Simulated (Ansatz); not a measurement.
Cs$_{2}$KScTe$_{6}$, a known structure type with other elements, at an estimated volume

```xyz
10
Lattice="0.0000 5.4623 5.4623 5.4623 0.0000 5.4623 5.4623 5.4623 0.0000" Properties=species:S:1:pos:R:3 pbc="T T T"
K     5.4623    5.4623    5.4623
Sc    0.0000    0.0000    0.0000
Te    2.3488    5.4623    5.4623
Te    5.4623    2.3488    5.4623
Te    8.5757    5.4623    5.4623
Te    5.4623    8.5757    5.4623
Te    5.4623    5.4623    2.3488
Te    5.4623    5.4623    8.5757
Cs    2.7311    2.7311    2.7311
Cs    8.1934    8.1934    8.1934
```

Level: PBE, no spin polarisation; 420 eV; 6×6×6 Γ-centred mesh; fermi-dirac occupations (width 0.1 eV); Ansatz 0.2.0, fixed geometry.

Contacts: Sc–Te at 2.35 Å: least valence density 0.63 e/Å³ and ELF 0.38 there. K–Te at 3.11 Å: least valence density 0.14 e/Å³ and ELF 0.09 there. Cs–Te at 3.88 Å: least valence density 0.06 e/Å³ and ELF 0.05 there. Both are smooth PAW fields, read partly inside the augmentation spheres.
Electronic structure: It is a metal, with about 11 states/eV a cell as the mean within 0.25 eV of the Fermi level, mostly Te p (91 %).
Forces: The largest is on Te4 (and as large on other atoms): 5.89 eV/Å, components (0.00, 5.89, 0.00). It makes 180° with the line to a nearest neighbour, Sc2 at 2.35 Å, pointing away from it.
Charges: Bader charges in e: Cs +0.70, K +0.66, Sc +0.98, Te -0.51. In the mean Sc gives up most and Te takes most.
Formation energy: 0.23 eV an atom against the elements' usual phases (free molecules for gases, crystals otherwise, with no correction for O₂ or N₂), so at this geometry it isn't bound against them. Relaxing would lower it.

Origin: a known structure type with other elements, at an estimated volume, so it need not be a known compound. Caveats: many states at the Fermi level without spin polarisation, so a magnetic state may lie lower; atoms or cell far from equilibrium.
